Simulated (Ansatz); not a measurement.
V2O5: Coordination and ¹⁷O quadrupole coupling

Cell: a measured structure from the Crystallography Open Database (COD), its atoms then relaxed with PBE in this cell.

Space group Pmmn:1 (No. 59); a = 3.5640, b = 11.5120, c = 4.3680 Å.

```csv
site,Wyckoff,site symmetry,x,y,z
V,4e,m..,0.0000,0.8515,0.1133
O5,4e,m..,0.0000,0.8550,0.4759
O9,4e,m..,0.0000,0.6809,0.9947
O13,2a,mm2,0.0000,0.0000,0.0017
```

One atom of each set is listed.

Computed with Ansatz: DFT, PBE, plane waves and PAW (field gradients read without the response of the frozen cores, which leaves them typically 4 to 6 % off), scalar-relativistic, 420 eV cutoff, Γ-centred 7×2×6 k-points, Fermi–Dirac smearing 0.02 eV.

Q(¹⁷O) = -25.58 mb.

Task: Rank these O sites by |C_Q|, smallest first.
A. O5: 1 V at 1.58 Å
B. O9: 3 V at 1.88–2.03 Å
C. O13: 2 V at 1.78 Å, angle 148°

Result: A (0.714 MHz, η = 0.73), B (3.23 MHz, η = 0.71), C (3.79 MHz, η = 0.02).

At O13 V_zz points along the bisector of its two bonds (within 1°). Like point charges on the first shell alone (each adding as 1/d³) would give another order (O9 < O5 < O13): the covalent part of each bond and the atoms beyond the first shell count as well.
